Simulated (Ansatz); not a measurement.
Input and command of a plane-wave DFT calculation in Ansatz:

```yaml
crystal:
  lattice:
    - [0.0, -4.4247933841, 0.0]
    - [0.0, 0.0, -4.4247933841]
    - [11.8495867682, 0.0, 0.0]
  atoms:
    - { symbol: Ta, position: [0.5, 0.5, 0.6534732876] }
    - { symbol: Ta, position: [0.5, 0.5, 0.2800599804] }
    - { symbol: Ta, position: [0.0, 0.5, 0.0933533268] }
    - { symbol: Ta, position: [0.0, 0.5, 0.466766634] }
    - { symbol: Ta, position: [0.5, 1.0, 0.0933533268] }
    - { symbol: Ta, position: [0.5, 1.0, 0.466766634] }
    - { symbol: Ta, position: [1.0, 1.0, 0.2800599804] }
    - { symbol: Ta, position: [1.0, 1.0, 0.6534732876] }
    - { symbol: C, position: [0.0, 1.0, 0.0933533268] }
    - { symbol: C, position: [0.0, 1.0, 0.466766634] }
    - { symbol: C, position: [0.5, 1.0, 0.6534732876] }
    - { symbol: C, position: [0.5, 1.0, 0.2800599804] }
    - { symbol: C, position: [1.0, 0.5, 0.2800599804] }
    - { symbol: C, position: [1.0, 0.5, 0.6534732876] }
basis:
  ecutwfc: 500
kpoints:
  mp_grid: { grid: [9, 9, 5] }
hamiltonian:
  xc: r2scan
scf:
  occupations: { method: gaussian, width: 0.15 }
output:
  forces: true
  stress: true
  eigenvalues: true
```

```bash
ansatz run input.yaml --threads 2 --pin off --max-ram 5120MiB --backend cpu --events-out ev --progress --plain --runs-dir out
```

Processor: Oxide Virtual Turin-like Processor (Zen 5), 2 threads, on a host shared with other jobs.

Q: Estimate time, memory and problem size.

A: About 35 s on 2 threads of Oxide Virtual Turin-like Processor (Zen 5) (shared host), peak memory 1.4 GiB. It solves 78 bands at 45 k points (the mesh reduced by symmetry) with about 5847 plane waves, in 9 SCF iterations.
